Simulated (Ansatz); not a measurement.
Au:
```xyz
1
Lattice="0.0000 2.0620 2.0620 2.0620 0.0000 2.0620 2.0620 2.0620 0.0000" Properties=species:S:1:pos:R:3 pbc="T T T"
Au     0.0000     0.0000     0.0000
```

Relaxed with r²SCAN in the plane-wave PAW code Ansatz. Indices refer to the conventional cell of Fm-3m, a = b = c = 4.124 Å, α = β = γ = 90.00°.

Simulate the powder diffraction pattern (Cu Kα, λ = 1.54184 Å; lines above 1 %) up to 2θ = 90°.

Simulated powder pattern, Cu Kα, λ = 1.54184 Å (kinematic, ideal powder, no thermal factors, no anomalous dispersion; the 30 strongest lines at most, above 1 %, up to 2θ = 90°):

```csv
2θ (°),d (Å),I/Imax (%),hkl
37.78,2.381,100,(111)
43.91,2.062,49,(200)
63.84,1.458,33,(220)
76.63,1.243,40,(311)
80.72,1.190,12,(222)
```

Symmetry was held in the r²SCAN relaxation. Spin–orbit coupling is left out wherever it is not named.

Potentials: the later of the program's two PAW sets.
